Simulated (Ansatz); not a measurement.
TiAl:
```xyz
2
Lattice="3.1717 0.0000 0.0000 0.0000 3.1717 0.0000 0.0000 0.0000 3.1717" Properties=species:S:1:pos:R:3 pbc="T T T"
Ti     0.0000     0.0000     0.0000
Al     1.5859     1.5859     1.5859
```

Relaxed with r²SCAN. Special points in fractions of this cell's reciprocal vectors: Γ (0.000, 0.000, 0.000); X (0.000, 0.500, 0.000); M (0.500, 0.500, 0.000); R (0.500, 0.500, 0.500).

Task: List the band energies nearest the Fermi level at these points for r²SCAN in the plane-wave PAW code Ansatz.

Result: In eV from the Fermi level; about four levels below and three above (degenerate sets whole), none deeper than 8.9 eV; points with the same levels are listed once.

```json
[
 {"k": "Γ", "below": "-1.64 -1.64", "above": "2.05 2.05 2.05"},
 {"k": "X", "below": "-6.46 -5.64 -0.67", "above": "0.28 0.28 2.27"},
 {"k": "M", "below": "-5.25 -2.41 -2.41 -1.65", "above": "0.87 0.87 2.83"},
 {"k": "R", "below": "-3.29 -3.29 -3.29", "above": "0.97 2.90 2.90 2.90 2.90 2.90"}
]
```

Space group Pm-3m (CsCl type). The workflow started from a Materials Project entry (that database holds measured and hypothetical structures alike); the Crystallography Open Database copy checked does not list it. With Ti and Al taken as one species the cell has the higher symmetry Im-3m, so it may be an ordered model of a mixed-site phase. It is not the phase usual at ambient conditions (space group No. 123). The r²SCAN relaxation kept the symmetry of its start. At this level the phase is mechanically unstable. No spin polarisation was allowed.

Potentials: the earlier of the program's two PAW sets.
